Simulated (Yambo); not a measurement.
G0W0@PBEsol for LiTaS₂ (space group P6_3/mmc, No. 194) in Yambo. Reference settings: 6×6×1 Γ-centred k mesh, bands 5 to 185 and a 7 Ry block in the screening, 185 bands in G with the Bruneval-Gonze terminator, plasmon pole fitted at 27.2 eV. The PBEsol gap Γ → (0.167, 0.167, 0) on this mesh is 0.70 eV; G0W0 gaps are taken between the same points.

```
change from the reference      G0W0 gap Γ → (0.167, 0.167, 0) (eV)  shift of the valence edge (eV)
-----------------------------  -----------------------------------  ------------------------------
reference settings                                            1.01                            0.09
no terminator                                                 0.99                            0.30
122 bands in G, no terminator                                 0.97                            0.52
6 Ry block                                                    1.00                            0.11
75 bands in G, no terminator                                   [?]                            0.95
75 bands in W, 75 bands in G                                  1.02                            0.46
90 bands in W                                                 1.02                            0.28
122 bands in G                                                1.01                            0.11
```

### Question
Estimate the withheld gaps from the other rows; the computed values follow.

### Answer

- 75 bands in G, no terminator, G0W0 gap Γ → (0.167, 0.167, 0) (eV): 0.94

The reference isn't shown to be the converged limit.

Spin-orbit coupling is not included.

Geometry of the Materials Project entry, not relaxed at this level; primitive cell a = 3.349 Å, b = 3.349 Å, c = 12.888 Å, α = 90.00°, β = 90.00°, γ = 120.00°.

The structure is a Materials Project entry; no match was found in the copy of COD used, and its stability was not checked.

A shift is the quasiparticle energy of the state minus its PBEsol energy.
